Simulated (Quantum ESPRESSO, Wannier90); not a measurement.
# Wannierisation of NaCl (rock salt)

Cell from Materials Project (mp-22862), symmetrised, no further relaxation. COD (Crystallography Open Database) has an entry of this formula and space group (matched by these alone). Computed values, not measurements, from PBE: Quantum ESPRESSO (norm-conserving PseudoDojo potentials, cutoff 71 Ry, no spin polarisation, no spin-orbit coupling) on a Γ-centred 10×10×10 mesh, then Wannier90. Density: 10×10×10 mesh, cold smearing 0.01 Ry.

```
begin unit_cell_cart
ang
    0.0000000000    2.7940650000    2.7940650000
    2.7940650000    0.0000000000    2.7940650000
    2.7940650000    2.7940650000    0.0000000000
end unit_cell_cart
mp_grid = 10 10 10
```

**Question.** Which shells of neighbouring k-points and which b-vectors and weights does Wannier90 pick for this cell and mesh?

**Answer.** 
```
 *---------------------------------- K-MESH ----------------------------------*
 +----------------------------------------------------------------------------+
 |                    Distance to Nearest-Neighbour Shells                    |
 |                    ------------------------------------                    |
 |          Shell             Distance (Ang^-1)          Multiplicity         |
 |          -----             -----------------          ------------         |
 |             1                   0.194748                      8            |
 |             2                   0.224876                      6            |
 |             3                   0.318023                     12            |
 |             4                   0.372915                     24            |
 |             5                   0.389497                      8            |
 |             6                   0.449752                      6            |
 |             7                   0.490106                     24            |
 |             8                   0.502838                     24            |
       ... (lines left out)
 +----------------------------------------------------------------------------+
 | The b-vectors are chosen automatically                                     |
 | The following shells are used:                       1                     |
 +----------------------------------------------------------------------------+
 |                        Shell   # Nearest-Neighbours                        |
 |                        -----   --------------------                        |
 |                          1               8                                 |
 +----------------------------------------------------------------------------+
 | Completeness relation is fully satisfied [Eq. (B1), PRB 56, 12847 (1997)]  |
 +----------------------------------------------------------------------------+
 |                  b_k Vectors (Ang^-1) and Weights (Ang^2)                  |
 |                  ----------------------------------------                  |
 |            No.         b_k(x)      b_k(y)      b_k(z)        w_b           |
 |            ---        --------------------------------     --------        |
 |             1         0.112438    0.112438   -0.112438     9.887427        |
 |             2         0.112438   -0.112438    0.112438     9.887427        |
 |             3        -0.112438    0.112438    0.112438     9.887427        |
 |             4         0.112438    0.112438    0.112438     9.887427        |
 |             5        -0.112438   -0.112438    0.112438     9.887427        |
 |             6        -0.112438    0.112438   -0.112438     9.887427        |
 |             7         0.112438   -0.112438   -0.112438     9.887427        |
 |             8        -0.112438   -0.112438   -0.112438     9.887427        |
```
